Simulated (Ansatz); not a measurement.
ZrB2 in space group P6/mmm (No. 191; Zr on 1a, B on 2d) under volume change, the program Ansatz at the r²SCAN level (PAW), shape and atoms relaxed at each volume.

```
V (Å³/atom)  E − E(relaxed) (meV/atom)  P (GPa)
-----------  -------------------------  -------
9.359                             73.4    27.44
9.667                             30.9    16.90
9.976                              [?]      [?]
10.284                             0.0     0.00
10.593                             6.7    -6.75
10.902                            25.4   -12.57
11.210                             [?]      [?]
```

### Question
Complete the blanks.

### Answer

- 11.210, E − E(relaxed) (meV/atom): 54.6
- 11.210, P (GPa): -17.60
- 9.976, E − E(relaxed) (meV/atom): 7.3
- 9.976, P (GPa): 7.83

### Question
What does a third-order Birch–Murnaghan fit give for V₀, B₀ and B′?

### Answer
V₀ = 10.28 Å³/atom, B₀ = 242 GPa, B′ = 3.9.

The r²SCAN relaxation kept the symmetry of its start; of distortions, only those at the zone centre were tested. No spin polarisation was allowed.

Potentials: the later of the program's two PAW sets.
